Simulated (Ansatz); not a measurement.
This guess for TeP2 is about to be relaxed.

```cif
data_structure
_symmetry_space_group_name_H-M 'Pbam'
_symmetry_Int_Tables_number 55
_cell_length_a 3.9787
_cell_length_b 6.7059
_cell_length_c 6.4789
_cell_angle_alpha 90.000
_cell_angle_beta 90.000
_cell_angle_gamma 90.000
_cell_volume 172.86
loop_
_atom_site_label
_atom_site_type_symbol
_atom_site_symmetry_multiplicity
_atom_site_Wyckoff_symbol
_atom_site_fract_x
_atom_site_fract_y
_atom_site_fract_z
_atom_site_occupancy
Te1 Te 2 c 0.00000 0.50000 0.00000 1
P1 P 4 g 0.34220 0.72006 0.00000 1
```

These are results of DFT PBE, scalar-relativistic, plane waves, PAW in Ansatz 0.2.0, not measurements. Cutoff 420 eV, Gaussian smearing, Γ-centred meshes. Cell and atoms relax first on a coarse mesh and then on a finer one. In between, the cell is made exact in the group found at 0.06 Å. In metals the finer mesh still leaves noise of several meV/atom or more. The steps can't lower the symmetry of their start. No spin polarisation.

A guess keeps its type if space group and coordination stay and the shape of the cell changes little (axis ratios within about 15 %, angles within 6°); the volume may change.

**Question.** Will the relaxed cell still be of the starting type?

**Answer.** It doesn't keep its type. The symmetry goes from Pbam (No. 55) to Cmmm (No. 65), and the primitive cell from 6 to 3 atoms. The volume per atom shrinks by 12.2 %, from 28.8 to 25.3 Å³. The shortest distance goes from 1.98 Å (Te–P) to 2.21 Å (P–P). Counting neighbours within 15 % of an atom's shortest distance, the start has P 4, Te 4 and the end P 2, Te 2. In detail, at the end Te is surrounded by 2 Te at 2.80 Å and 2 Te at 3.24 Å; P is surrounded by 2 P at 2.21 Å.

```
CELL_PARAMETERS angstrom
1.62065 -8.36092 0.00000
1.62065 8.36092 0.00000
0.00000 0.00000 2.80109
ATOMIC_POSITIONS crystal
Te 0.50000 0.50000 0.00000
P 0.79501 0.20499 0.00000
P 0.20499 0.79501 0.00000
```

The last run used a 14×14×16 mesh (in the run's order of axes) for its 3-atom cell and Gaussian smearing of 0.10 eV. Weakly bound directions are ill-defined at this level, which has no dispersion term. Spin–orbit coupling, which can matter for Te, is left out. Symmetry constrained the relaxation, so the result can be a saddle point.
